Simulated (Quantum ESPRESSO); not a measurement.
# Strain and stress in Zn2CaMgO4

Calculated results; nothing here was measured. They come from pw.x of Quantum ESPRESSO 7.5, a plane-wave density functional program, with PseudoDojo standard norm-conserving files (v0.5 for PBE, v0.4.1 for LDA and PBEsol). The cells are made up: elements, strain and atom displacements were drawn at random, and nothing was relaxed. There is no spin polarisation, spin-orbit coupling or dispersion term.

The cell has 8 sites of a rocksalt lattice. Sites 1 to 4 hold Zn Ca Zn Mg; sites 5 to 8 hold O O O O. Cell vectors in Å: (4.524, -0.054, 0.006); (-0.054, 4.554, -0.017); (0.006, -0.017, 4.459). Settings: PBE, cutoff 1143 eV, 4 x 4 x 4 k mesh shifted by half a step, Fermi-Dirac smearing of 0.025 eV.

Each run adds the same strain along x and y to one cell, with the atoms carried along; the vectors above are those of run 3. Stress is positive in tension and P is minus a third of its trace. E is the free energy for each atom above the lowest run shown.

```
run,strain (%),s_xx (GPa),s_yy (GPa),s_zz (GPa),s_xy (GPa),P (GPa),E (meV/atom)
1,-2.16,-5.17,-4.32,-3.37,-1.97,4.29,4.44
2,-0.87,-0.62,0.12,-0.82,-1.92,0.44,0.00
3,0.82,4.28,4.92,2.29,-1.86,-3.83,5.29
5,1.44,5.81,6.43,3.36,-1.83,-5.20,10.00
6,1.71,6.44,7.05,3.82,-1.82,-5.77,12.46
7,2.45,8.05,8.64,5.04,-1.78,-7.24,20.48
4,1.17,?,?,?,?,?,?
```

A rerun of one of these cells at 1437 eV and k mesh 6 x 6 x 6 moved values by no more than 0.002 eV in the cell's energy, 0.04 GPa in stress and 0.002 eV/Å in force.

## Worked fit

A parabola through the six runs shown gives s_xx = 2.02 + 2.91 e - 0.190 e² GPa, with e in per cent and a scatter of 0.03 GPa. The slope is a stiffness of 291 ± 4 GPa for each unit of this strain at e = 0, the sum of the responses of s_xx to strain along x and along y. The atoms are clamped, and relaxing them would in general lower it. The error is the larger of the fit's own and the change that a cubic makes, rounded up.

## Withheld run

Question: what s_xx should run 4 give?

The fit gives 5.16 GPa. The calculation gave 5.16 GPa.

```
run,strain (%),s_xx (GPa),s_yy (GPa),s_zz (GPa),s_xy (GPa),P (GPa),E (meV/atom)
4,1.17,5.16,5.79,2.90,-1.84,-4.62,7.78
```